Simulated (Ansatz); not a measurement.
A geometry of SnTe away from equilibrium: the start of the relaxation of a generated cell, SnTe built in the 6H structure type. Calculation: r2SCAN (plane waves to 500 eV, PAW, scalar-relativistic; Ansatz, a quantum-chemistry and plane-wave program). Γ-centred k-mesh 5×5×1 on the run's cell (coarser than for final values), Fermi–Dirac smearing 0.05 eV.

```xyz
12
Lattice="4.8829 0.0000 0.0000 -2.4415 4.2287 0.0000 0.0000 0.0000 23.9603" Properties=species:S:1:pos:R:3:forces:R:3 pbc="T T T" free_energy=-78200.701 pressure_GPa=3.5
Sn     0.0000     0.0000     0.0000    0.0000    0.0000   -0.0855
Sn     0.0000     0.0000    11.9801    0.0000    0.0000   -0.0855
Sn     2.4415     1.4096    19.9649    0.0000    0.0000   -0.0790
Sn     0.0000     2.8192     7.9848    0.0000    0.0000   -0.0790
Sn     2.4415     1.4096     3.9894    0.0000    0.0000    0.0270
Sn     0.0000     2.8192    15.9695    0.0000    0.0000    0.0270
Te     0.0000     0.0000    20.9556    0.0000    0.0000    0.1749
Te     0.0000     0.0000     8.9755    0.0000    0.0000    0.1749
Te     2.4415     1.4096    16.9603    0.0000    0.0000    0.0631
Te     0.0000     2.8192     4.9801    0.0000    0.0000    0.0631
Te     2.4415     1.4096     0.9944    0.0000    0.0000   -0.1005
Te     0.0000     2.8192    12.9745    0.0000    0.0000   -0.1005
```

Positions in Å, forces in eV/Å, free energy of the cell in eV (comparable only within this code, potentials and settings). Largest force: 0.17 eV/Å, on Te7, Te8 (atoms numbered as listed); the geometry lies 0.19 eV/atom above the end of its relaxation.

No spin polarisation in the result.

The run could not lose the symmetry of its start: the end is stationary, and may be a saddle point rather than a minimum.

The end of the path is a generated cell of SnTe: the first start was made by placing the elements on the sites of a structure type, and the end was not matched to a known phase here, so it may be hypothetical. Known forms of SnTe include space group No. 225.
